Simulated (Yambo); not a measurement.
Yambo run on SiC (2H, space group P6_3mc, No. 186). The wavefunctions are PBE (Quantum ESPRESSO, PseudoDojo norm-conserving, 82 Ry, without SOC) ones on a 6×6×4 mesh (8 occupied bands); a = b = 3.0735 Å, c = 5.0453 Å, α = β = 90.00°, γ = 120.00°.

Yambo input:

```
rim_cut
gw0
dyson
el_el_corr
HF_and_locXC
ppa
em1d
RandQpts= 1000000
RandGvec= 1 Ry
EXXRLvcs= 82 Ry
VXCRLvcs= 328 Ry
Chimod= "HARTREE"
% BndsRnXp
 1 | 76 |
%
NGsBlkXp= 7 Ry
% LongDrXp
 1.0 | 1.0 | 1.0 |
%
PPAPntXp= 27.2114 eV
% GbndRnge
 1 | 76 |
%
GTermKind= "BG"
DysSolver= "n"
ExtendOut
% QPkrange
 1 | 1 | 8 | 8 |
 10 | 10 | 8 | 9 |
 19 | 19 | 9 | 9 |
%
```

k points by index: 1 = Γ, 10 = M, 19 = K.

Resulting energies as the program prints them:

```
#    K-point    Band    Eo [eV]    E [eV]    E-Eo [eV]    Vxc [eV]    Vnlxc [eV]    Sc|Eo [eV]    Sc|E [eV]    dSc/dw|Eo [eV]    Re(Z)    Im(Z)
#
    1    8    0.000000    -0.381020    -0.381020    -15.02853    -17.55645    2.051368    2.146900    -6.821273    0.799565    -0.001128
    10    8    -1.198122    -1.741081    -0.542958    -14.52125    -17.56282    2.359812    2.498612    -6.955177    0.796432    -0.001165
    10    9    2.789983    3.110842    0.320859    -10.57822    -6.105113    -4.084195    -4.152244    -5.769526    0.825063    -0.001026
    19    9    2.278900    2.500081    0.221182    -9.906794    -5.680973    -3.958695    -4.004640    -5.650331    0.828056    -0.001020
```
(The two width columns are left out.) Convergence of these settings isn't established.

Geometry of the Materials Project entry, not relaxed at this level.
